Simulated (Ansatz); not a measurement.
All numbers below come from DFT PBE, scalar-relativistic, plane waves, PAW in Ansatz. All cells share a 420 eV cutoff and Γ-centred k meshes spaced at most about 0.3 Å⁻¹ (about 0.25 or finer for metals, 2π included). No spin polarisation in the final relaxations.

All energies are static (0 K, no zero-point motion). All come from trial cells, and lower structures may exist.

**Question.** These unrelaxed guesses for Lu2Si3P are each relaxed within their symmetry. Order them by the energy at which they end, lowest first.
A.

Space group I4/mmm (No. 139). a = 4.833 Å, b = 4.833 Å, c = 9.608 Å, α = 90.00°, β = 90.00°, γ = 90.00°
```json
{"atom": "Lu", "site": "4c", "symmetry": "mmm.", "x": "0.0000", "y": "0.5000", "z": "0.0000"}
{"atom": "Si", "site": "4e", "symmetry": "4mm", "x": "0.0000", "y": "0.0000", "z": "0.1931"}
{"atom": "Si", "site": "2b", "symmetry": "4/mmm", "x": "0.5000", "y": "0.5000", "z": "0.0000"}
{"atom": "P", "site": "2a", "symmetry": "4/mmm", "x": "0.0000", "y": "0.0000", "z": "0.0000"}
```

B.

Space group P-3m1 (No. 164). a = 3.777 Å, b = 3.777 Å, c = 9.206 Å, α = 90.00°, β = 90.00°, γ = 120.00°
| atom | site | symmetry | x | y | z |
| --- | --- | --- | --- | --- | --- |
| Lu | 2d | 3m. | 0.3333 | 0.6667 | 0.6742 |
| Si | 1b | -3m. | 0.0000 | 0.0000 | 0.5000 |
| Si | 2d | 3m. | 0.3333 | 0.6667 | 0.1517 |
| P | 1a | -3m. | 0.0000 | 0.0000 | 0.0000 |

C.

Space group P-6m2 (No. 187). a = 4.025 Å, b = 4.025 Å, c = 7.918 Å, α = 90.00°, β = 90.00°, γ = 120.00°
```
atom  site  symmetry       x       y       z
  Lu    2h       3m. 0.3333  0.6667  0.2428
  Si    1f      -6m2  0.6667  0.3333  0.5000
  Si    1a      -6m2  0.0000  0.0000  0.0000
  Si    1b      -6m2  0.0000  0.0000  0.5000
   P    1e      -6m2  0.6667  0.3333  0.0000
```

D.

Space group P6/mmm (No. 191). a = 5.796 Å, b = 5.796 Å, c = 3.817 Å, α = 90.00°, β = 90.00°, γ = 120.00°
```csv
atom,site,symmetry,x,y,z
Lu,2c,-6m2,0.6667,0.3333,0.0000
Si,3g,mmm,0.0000,0.5000,0.5000
P,1a,6/mmm,0.0000,0.0000,0.0000
```

**Answer.** C (ends in P-6m2, 0 meV/atom), B (ends in P-3m1, 0.30 eV/atom), D (ends in P6/mmm, 0.32 eV/atom), A (ends in I4/mmm, 0.39 eV/atom).

A magnetic state wasn't ruled out in cells without spin, among them P-6m2, P-3m1, P6/mmm, I4/mmm. Cells relaxed within their symmetry can be saddle points. Some structure types and database cells were kept out of the candidates from the start, so a known form may be missing.
